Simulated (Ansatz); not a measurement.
KBr (rock salt)

```
KBr
1.0
    0.00000     3.27480     3.27480
    3.27480     0.00000     3.27480
    3.27480     3.27480     0.00000
Br K
1 1
Direct
  0.00000   0.00000   0.00000
  0.50000   0.50000   0.50000
```

In this cell atom 1 (Br, nearest neighbour K at 3.275 Å; its periodic images, 4.6 Å or more away, move with it) is moved by s towards the nearest neighbour, unit vector (0.000, -1.000, 0.000); all other atoms and the cell stay fixed.

These are PBEsol (plane waves to 420 eV, PAW, scalar-relativistic; Ansatz, an electronic-structure program) values and carry that method's errors. k mesh 7×7×7 (Γ-centred), Fermi-Dirac smearing 0.05 eV. Energies are smeared free energies. Stress and pressure are positive under compression. Left out: 2 of 11 points, with atoms too close for the PAW data. KBr was relaxed with its symmetry unable to fall. The zero of ΔE is the undisplaced structure.

Q: Predict the ΔE (eV/cell) and P (GPa) at s (Å) = -0.784, -0.588, -0.392, -0.196, 0.196, 0.392, 0.588, 0.784.

A: 
```tsv
s (Å)	ΔE (eV/cell)	P (GPa)
-0.784	0.814	5.6
-0.588	0.338	2.6
-0.392	0.117	1.0
-0.196	0.025	0.2
0.196	0.025	0.2
0.392	0.117	1.0
0.588	0.338	2.6
0.784	0.814	5.6
```

(A displaced cell: forces are minus the slopes of the energy, force constants its curvatures, and phonons follow from these.)
